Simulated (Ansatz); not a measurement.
Polymorphs of NbRu, each relaxed with PBEsol in the plane-wave PAW code Ansatz:

A: rock salt (Fm-3m)
a = 5.134 Å, b = 5.134 Å, c = 5.134 Å, α = 90.00°, β = 90.00°, γ = 90.00°

```csv
atom,site,symmetry,x,y,z
Ru,4a,m-3m,0.0000,0.0000,0.0000
Nb,4b,m-3m,0.5000,0.5000,0.5000
```

B: P2/m
a = 4.562 Å, b = 3.034 Å, c = 6.871 Å, α = γ = 90.00°, β = 102.80°

| atom | site | symmetry | x | y | z |
|---|---|---|---|---|---|
| Nb | 2m | m | 0.3088 | 0.0000 | 0.6767 |
| Nb | 1a | 2/m | 0.0000 | 0.0000 | 0.0000 |
| Ru | 1e | 2/m | 0.5000 | 0.5000 | 0.0000 |
| Ru | 2n | m | 0.2064 | 0.5000 | 0.3479 |

**Question.** Order them by energy per atom at 0 K (lowest first) at the level PBEsol.

**Answer.** B (+0 meV/atom), A (+619 meV/atom)

Typed or built starts, not in the databases checked: A; B. Unstable at this level: A. All cells were relaxed under the symmetry of their starts (and spin orders); stability against distortions was not tested throughout. Named crystals with no word on spin ran without spin polarisation. Spin–orbit coupling is left out wherever it is not named.

Energies hold the estimated change up to a 700 eV cutoff; steps of a few meV lie near the error of the meshes.

Potentials: the earlier of the program's two PAW sets. The files were generated under PBE; for other functionals the program regenerates the frozen cores, and for LDA and PBEsol the local potential too.
